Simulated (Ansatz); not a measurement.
The elements of this relaxed trial crystal are hidden behind letters.

```
lattice vectors (Å)
   0.0000    2.7188    2.7188
   2.7188    0.0000    2.7188
   2.7188    2.7188    0.0000
fractional positions
X 0.5000 0.5000 0.5000
Z 0.0000 0.0000 0.0000
```

Theory: DFT PBE, scalar-relativistic, plane waves, PAW (Ansatz). Cutoff 420 eV, Γ-centred 18×18×18 mesh (2-atom cell), Gaussian smearing of 0.10 eV, collinear spin.

```
Space group                                 : Fm-3m (No. 225)
Conventional cell                           : a = 5.438 Å
Volume per atom                             : 20.10 Å³
Density                                     : 5.28 g/cm³
Energy over the elements                    : +0.18 eV/atom
Gap on the 18×18×18 mesh of the 2-atom cell : 0 eV (a metal)
Net moment per atom                         : 0.83 μB
```

Energies are uncorrected and count from the elements' standard states at the same level.

**Question.** X is a d-block element of period 4 and Z is a p-block element of period 4. Which elements are they?

**Answer.** X = Ti, Z = Br, so the formula is TiBr, here in the rock salt type. Density times volume gives a mean mass of 5.28 × 20.10/1.6605 = 63.9 u per atom, and this set has 63.9 u. Ti is surrounded by 6 Br at 2.72 Å; Br is surrounded by 6 Ti at 2.72 Å. Other sets within the hints have nearly the same mass, so mass alone doesn't settle it; this one was computed.

In such compounds of Ti a zero gap at this level may well be an artefact, since no Hubbard U is applied. The magnetic state reached may not be the lowest. A structure relaxed within its symmetry needn't be a true minimum. Another cell of TiBr relaxed alike, in Pm-3m, lies 196 meV/atom lower, so this cell isn't the stable form at this level.
